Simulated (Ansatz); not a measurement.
NiB2Ru single point

The input, for Ansatz 0.2.0 (plane waves, PAW):

```yaml
crystal:
  lattice:
    - [5.916862, 0.0, 0.0]
    - [0.0, 3.040215, 0.0]
    - [0.0, 0.0, 8.003092]
  atoms:
    - { symbol: Ni, position: [0.008, 0.25, 0.618] }
    - { symbol: Ni, position: [0.492, 0.75, 0.118] }
    - { symbol: Ni, position: [0.508, 0.25, 0.882] }
    - { symbol: Ni, position: [0.992, 0.75, 0.382] }
    - { symbol: Ru, position: [0.135, 0.25, 0.13] }
    - { symbol: Ru, position: [0.365, 0.75, 0.63] }
    - { symbol: Ru, position: [0.635, 0.25, 0.37] }
    - { symbol: Ru, position: [0.865, 0.75, 0.87] }
    - { symbol: B, position: [0.175, 0.25, 0.84] }
    - { symbol: B, position: [0.325, 0.75, 0.34] }
    - { symbol: B, position: [0.675, 0.25, 0.66] }
    - { symbol: B, position: [0.825, 0.75, 0.16] }
    - { symbol: B, position: [0.242, 0.25, 0.404] }
    - { symbol: B, position: [0.258, 0.75, 0.904] }
    - { symbol: B, position: [0.742, 0.25, 0.096] }
    - { symbol: B, position: [0.758, 0.75, 0.596] }
  symmetry: { tolerance: 0.0003 }
kpoints:
  mp_grid: { grid: [5, 10, 4], shift: [0, 0, 0] }
magnetization:
  spin_polarized: false
scf:
  occupations: { method: fermi_dirac }
  lower_state_search: "off"
  max_iter: 200
hamiltonian:
  pseudopotentials: { kind: paw }
  xc: mr2scan
basis:
  ecutwfc: 500
  fft_grid_basis: typed
output:
  forces: true
  stress: true
  eigenvalues: true
  bader: true
  populations: true
  elf: true
  write_potential: true
  volumetric_format: npy
  dos:
    e_range: [-12, 8]
    de: 0.05
    projected: { site_lists: { B: [B], Ni: [Ni], Ru: [Ru] } }
  write_density: true
checkpoint:
  read: saved_state
```

Run as

```sh
ansatz run input.yaml --threads 2 --pin off --max-ram 2560MiB --backend cpu --events-out ev --progress --plain --runs-dir out
```

The saved state is an earlier solution for the same cell, perhaps on another mesh. 

Parts of the output:

```
Pseudopotentials: kind: paw
Pseudopotential: Ni, paw, valence charge 18, recommended cutoff 500 eV (meta_gga), Ni.paw.azcp
Pseudopotential: Ru, paw, valence charge 16, recommended cutoff 500 eV (meta_gga), Ru.paw.azcp
Pseudopotential: B, paw, valence charge 3, recommended cutoff 500 eV (meta_gga), B.paw.azcp
Functional definition: m-r2SCAN
  exchange = m_r2scan_x
  correlation = m_r2scan_c
Crystal: 16 atoms, lattice volume = 143.964 Å³
Basis set: ecut = 500 eV, 3679 PW (Γ), exchange–correlation on 180×96×240 points (64 copies of the dense FFT grid, shifted against one another)
Bands: 96, of which v1, the nominal top of the filled ones, is band 80 counted from 1 (79 counted from 0)
Symmetry: 8 space group operations
Space group: Pnma (ITA 62), of the structure as read, at distance tolerance 1.6e-3 Å
k-points: 54 of 200
Initial density: read from a saved state, or passed on in memory by an earlier SCF of this step, an earlier step, the calling program or the single point that the run made first
Functional: x = mr2scan, c = mr2scan; τ floored in thin density (d = 2e-4 eV/Å³)
SCF iter   1: F=-48198.2712 eV  Δρ=3.93e-3  dr2=1.01e-2  dr2_τ=5.03e-3
SCF iter   2: F=-48198.2563 eV  Δρ=5.11e-3  dr2=2.61e-2  dr2_τ=9.26e-4  recentre
SCF iter   3: F=-48198.2776 eV  Δρ=2.32e-3  dr2=2.69e-3  dr2_τ=6.53e-4
SCF iter   4: F=-48198.2795 eV  Δρ=1.06e-3  dr2=3.50e-4  dr2_τ=1.63e-4
SCF iter   5: F=-48198.2795 eV  Δρ=3.65e-4  dr2=1.21e-4  dr2_τ=3.66e-6
SCF iter   6: F=-48198.2796 eV  Δρ=9.00e-5  dr2=1.08e-5  dr2_τ=3.29e-7
SCF iter   7: F=-48198.2796 eV  Δρ=9.25e-5  dr2=1.16e-5  dr2_τ=8.75e-8
SCF iter   8: F=-48198.2796 eV  Δρ=1.16e-5  dr2=2.04e-7  dr2_τ=3.03e-9
SCF iter   9: F=-48198.2796 eV  Δρ=2.92e-6  dr2=8.75e-9  dr2_τ=6.20e-10
Free energy (F): -48198.2796 eV
Harris-Foulkes:  -48198.2796 eV  (|F-HF|=6.14e-9)
Internal energy: -48198.0350 eV  (E = F + TS)
E sigma→0 (E₀):  -48198.1573 eV
Entropy (-TS):   -0.2446 eV (-15.286 meV/atom)
Fermi energy:    18.7382 eV
--- Per-component energies (eV) ---
  E_band       = -1532.7976
  E_kinetic    = 3588.9361
  E_local      = -22239.2188  (includes V_loc(G=0)·N_el)
  E_nonlocal   = 4032.3807
  E_hartree    = 9009.9370
  E_xc         = -1307.4341
  E_vxc        = -1872.6483  (∫ρ·V_xc dr)
  E_paw        = -21138.9483  (= ΣΔE_a)
  E_vpaw       = -3188.3147  (= ΣTr[D̂ρ^β])
  E_aug_tail   = 0.0013  (compensation charges beyond the density's cutoff)
  E_vtau       = 126.1946  (kinetic-family band-sum trace: ∫τ·v_τ [+ j·A + Jᵃ·Aᵃ] dr)
  E_ewald      = -20141.0974
  E_core_change = -2.5916  (= ΣΔE_core)
  E_smearing   = -0.2446  (= −TS)
--- Stress (GPa, compression-positive) ---
       -0.8655       0.0000       0.0000
        0.0000       6.6277       0.0000
        0.0000       0.0000     -12.8585
  P = ⅓ Tr σ = -2.3654 GPa (-23.654 kbar)
--- Löwdin populations: 16 sites ---
  site symbol       q [e]
     0     Ni     17.2954
     1     Ni     17.2954
     2     Ni     17.2954
     3     Ni     17.2954
     4     Ru     15.5179
     5     Ru     15.5179
     6     Ru     15.5179
     7     Ru     15.5179
     8      B      3.4940
     9      B      3.4940
    10      B      3.4940
    11      B      3.4940
    12      B      3.5162
    13      B      3.5162
    14      B      3.5162
    15      B      3.5162
  spilling = 0.0044 (of n_electrons = 160.0000)
```

Total energies depend on the potentials used, so only differences within one code and one set of settings carry meaning.

Origin: a known structure type with other elements, at an estimated volume, so it need not be a known compound. Caveats: no spin polarisation, so a magnetic state may lie lower; atoms or cell far from equilibrium; m-r2SCAN is r2SCAN with a changed spin dependence that lowers moments.
